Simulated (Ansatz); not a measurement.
A single-point run of Ansatz (plane waves, PAW) on SnOS (Janus 2H monolayer), with the lines that name the functional removed. The geometry is the r2SCAN minimum.

```xyz
3
Lattice="3.3272 0.0000 0.0000 -1.6636 2.8814 0.0000 0.0000 0.0000 29.5066" Properties=species:S:1:pos:R:3 pbc="T T F"
Sn    0.0000    1.9209    9.1976
O     1.6636    0.9605   10.2880
S     1.6636    0.9605    7.5144
```
The sheet repeats along a and b alone.

```
scf.n_extra_bands = 4 over 13 filled bands (N_el = 26.0): the run solves 17 bands
Pseudopotential: Sn, paw, valence charge 14, recommended cutoff 420 eV
Pseudopotential: O, paw, valence charge 6, recommended cutoff 420 eV
Pseudopotential: S, paw, valence charge 6, recommended cutoff 420 eV
Crystal: 3 atoms, lattice volume = 282.876 Å³
Basis set: ecut = 420 eV, 5619 PW (Γ)
Symmetry: 6 space group operations
Space group: P3m1 (ITA 156)
k-points: 7 of 36 (time reversal used)
[warm-up without exact exchange]
SCF 1 converged in 10 iterations: F = -7492.504911 eV  dr2 = 6.48e-10
[exact exchange on]
SCF 2 stopped early in 7 iterations: F = -7496.680691 eV  dr2 = 1.70e-6
hybrid outer 1: dexx = +2.055e-2 eV, tail = 5.30e-5 eV
SCF 3 converged in 6 iterations: F = -7496.680519 eV  dr2 = 3.36e-10
hybrid outer 2: dexx = +6.561e-7 eV, tail = 1.27e-8 eV, Δε = 4.51e-3 eV, ΔF = 1.96e-2 eV/Å
SCF 4 converged in 4 iterations: F = -7496.680519 eV  dr2 = 2.28e-11
hybrid outer 3: dexx = +5.335e-10 eV, tail = 6.87e-11 eV, Δε = 5.73e-5 eV, ΔF = 1.24e-4 eV/Å
hybrid SCF converged: 3 outer / 17 inner (+10 warm-up)
Free energy (F): -7496.680519 eV
Internal energy: -7496.680266 eV  (E = F + TS)
E sigma→0 (E₀):  -7496.680393 eV
Entropy (-TS):   -0.000253 eV (-0.084 meV/atom)
Fermi energy:    -6.455856 eV
--- Per-component energies (eV) ---
  E_band       = -532.490085
  E_kinetic    = 468.379913
  E_local      = -40459.929817
  E_nonlocal   = 44.607812
  E_hartree    = 20072.313843
  E_xc         = -435.361981
  E_vxc        = -219.548261
  E_exx        = -66.850493
  E_paw        = -4955.660719
  E_vpaw       = -376.928608
  E_ewald      = 17835.679987
  E_core_change = 0.138865
  E_smearing   = -0.000253
--- Forces (eV/Å), atoms counted from 1 ---
  atom   1  Sn      0.00000      0.00000    -0.14892
  atom   2  O       0.00000      0.00000    -0.21028
  atom   3  S       0.00000      0.00000      0.35920
--- 2D stress c σ (N/m, compression-positive) ---
       -0.706425       0.000000       0.000000
        0.000000      -0.706425       0.000000
        0.000000       0.000000       0.000000
  P = ½ c Tr σ = -0.7064 N/m
--- Band table (eV; the first three rows and the last of 7) ---
  k-point 0: bands = […, -14.0020, -10.2262, -10.2262, -9.3132, -6.5457, -6.5457, -6.3801, -1.0371, -0.3920, 0.2324]
  k-point 1: bands = […, -14.0309, -11.2217, -10.4760, -9.2581, -8.2766, -6.9537, -5.1991, -0.8270, -0.2138, 0.1177]
  k-point 2: bands = […, -14.8255, -11.9316, -11.0611, -10.9745, -8.4532, -7.5571, -4.2864, -2.7530, -0.0065, 1.2450]
  k-point 6: bands = […, -15.2006, -13.3109, -11.5431, -11.4564, -10.0615, -7.8225, -3.7489, -2.8047, 1.3886, 1.9688]
```

bands.tsv, columns around the gap (it counts bands from 0):
```tsv
# k_distance	band_8	band_9	band_10	band_11	band_12	band_13	band_14	band_15	band_16
# fermi_ev = -6.455856
# [0, 0, 0] at k_distance = 0.000000
# [0.5, 0, 0] at k_distance = 1.090300
# [0.3333333333, 0.3333333333, 0] at k_distance = 1.719784
# [0.0333333333, 0.0333333333, 0] at k_distance = 2.852857
# levels_relative_to = fermi_ev
0.000	-3.770	-3.770	-2.857	-0.090	-0.090	0.076	5.419	6.064	6.688
1.090	-5.616	-5.378	-4.765	-1.667	-1.337	1.854	3.156	6.343	8.086
1.720	-6.855	-5.087	-5.000	-3.606	-1.367	2.707	3.651	7.844	8.425
2.853	-3.940	-3.803	-2.833	-0.443	-0.151	0.335	5.565	6.129	6.760
```
In order the rows are Γ, M, K, K–Γ (0.90).

**Question.** Which functional gave these numbers?
A. r2SCAN0
B. LDA
C. HSE06
D. Hartree-Fock

**Answer.** C. HSE06. The exchange loop and the term E_exx show exact exchange. The HSE06 gap is direct at Γ: 0.17 eV. Among hybrids the size of the gap and of E_exx follows the share and range of exact exchange. The stress of a hybrid is loosely converged here. The log narrows the family; the member has to be judged from the numbers.

Command: `ansatz run input.yaml --threads 4 --pin off --max-ram 5529MiB --backend cpu --events-out ev --progress --plain --runs-dir out`. It took 2.6 min on 4 threads of Arm Neoverse N1, on a shared host, load about 0.4 per core; peak host memory 3.3 GiB.

Spin-unpolarised throughout. Whether this structure exists isn't addressed.

Spin-orbit coupling is left out.

The meshes of the hybrids are coarse, so their gaps aren't converged to the digits shown.
